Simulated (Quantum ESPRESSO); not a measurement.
## Solid-state NMR card for NaI

```
CELL_PARAMETERS angstrom
      0.00000     3.23640     3.23640
      3.23640     0.00000     3.23640
      3.23640     3.23640     0.00000
ATOMIC_POSITIONS crystal
  Na 0.00000 0.00000 0.00000
  I  0.50000 0.50000 0.50000
```
The cell was made here from an entry of the Crystallography Open Database (unchecked): atoms relaxed with PBE in the measured cell (PBE without dispersion, pw.x of a modified build of Quantum ESPRESSO, symmetry kept).  Stability against distortions was not tested.

Shieldings are absolute and leave out the bulk-susceptibility term; a larger σ means a smaller chemical shift. By our sweeps, such settings leave a few ppm in absolute σ on light atoms and up to some 20 ppm from Zn on. Spin–orbit coupling is left out; its weight grows with the heaviest atom, I here. The datasets of Na, I hold no d projectors, which limits absolute σ on these atoms.

Q: What do the calculations give at each independent site (shieldings by PBE GIPAW on JTH datasets (Quantum ESPRESSO), 30 Ha, k-mesh 5×5×5 shifted, f-sum rule met within 0.004 %)?

A: 
```tsv
site	site symmetry	σ_iso (ppm)
Na (atom 1)	m-3m	545
I (atom 2)	m-3m	4803
```
